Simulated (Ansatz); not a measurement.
**Elastic constants of SbRh₃: input and output**

Computed with DFT r2SCAN, scalar-relativistic, plane waves, PAW in Ansatz 0.2.0.

Launched with:
```bash
ansatz run input.yaml --threads 1 --pin off --max-ram 3072MiB --backend cpu --events-out ev --progress --plain --runs-dir out
```

Input (bare energies are in eV):
```yaml
crystal:
  lattice:
    - [3.9275808815, 0.0, 0.0]
    - [0.0, 3.9275808815, 0.0]
    - [0.0, 0.0, 3.9275808815]
  atoms:
    - { symbol: Sb, position: [0.0, 0.0, 0.0] }
    - { symbol: Rh, position: [0.5, 0.5, 0.0] }
    - { symbol: Rh, position: [0.5, 0.0, 0.5] }
    - { symbol: Rh, position: [0.0, 0.5, 0.5] }
basis:
  ecutwfc: 500
kpoints:
  mp_grid: { grid: [10, 10, 10] }
hamiltonian:
  xc: r2scan
scf:
  occupations: { method: fermi_dirac, width: 0.15 }
output:
  forces: true
  stress: true
  eigenvalues: true
elastic:
  mode: relaxed_ion
  amplitude: 0.005
  stencil: two_point
```

From the output:
```
--- Elastic constants: 2 strain directions × 2 members + reference (group order 48) ---
  dense FFT box of the reference and of every strained cell: 30×30×30
  strains applied: 11, 23; error gains: componentwise 1.00 (the most a stress slope's error grows in a printed constant), spectral 1.73 (1 for all six strains in a standard setting)
  C = ∂σ_k/∂η_j (tension-positive GPa; Voigt order 11 22 33 23 13 12):
       333.533    168.491    168.491     -0.000     -0.000     -0.000
       168.491    333.533    168.491     -0.000     -0.000     -0.000
       168.491    168.491    333.533     -0.000     -0.000     -0.000
        -0.000      0.000      0.000    121.935      0.000      0.000
         0.000      0.000     -0.000      0.000    121.935      0.000
         0.000     -0.000     -0.000      0.000      0.000    121.935
  reference stress σ⁰ (GPa):      0.001      0.001      0.001     -0.000     -0.000      0.000
  C* (energy form; C + prestress term) asymmetry max|C*_kj − C*_jk| = 2.842e-14 GPa — a small one proves nothing (zero by symmetry where the batch's group is 432, −43m or m−3m); a large one is finite-difference/SCF noise where every solve ...
  moduli (Voigt/Reuss/Hill, GPa): K = 223.51/223.51/223.51   G = 106.17/102.38/104.27   E = 270.72   ν = 0.298
  mechanically stable: yes (min eigenvalue of sym C = 121.93 GPa)
  strain η (Voigt 11):  stress-route row diagonal C_11 = 333.53 GPa, energy-path curvature d²(F+E_count+ΔE)/dδ²/Ω₀ = 333.46 GPa
         δ    σ_11 (GPa) F (eV) n_scf n_hpsi n_pw
    -5.000e-3      -1.6962      -25746.1060335      12  115193   1568   relax 0 steps, max|allowed force component| 3.79e-29 eV/Å
     5.000e-3       1.6391      -25746.1060711       9   90165   1568   relax 0 steps, max|allowed force component| 4.28e-28 eV/Å
  strain η (Voigt 23):  stress-route row diagonal C_44 = 121.93 GPa, energy-path curvature d²(F+E_count+ΔE)/dδ²/Ω₀ = 121.91 GPa
         δ    σ_23 (GPa) F (eV) n_scf n_hpsi n_pw
    -5.000e-3      -0.6097      -25746.1070541      11  164053   1568   relax 0 steps, max|allowed force component| 1.14e-28 eV/Å
     5.000e-3       0.6097      -25746.1070541       9  129582   1568   relax 0 steps, max|allowed force component| 4.81e-28 eV/Å
```

It took 3.9 min on 1 thread of Intel(R) Xeon(R) Platinum 8375C CPU @ 2.90GHz (Ice Lake), with other jobs on the host, peak memory 0.88 GiB.

In a metal, frequencies and elastic constants depend on the k mesh and the smearing, soft modes and shear constants most.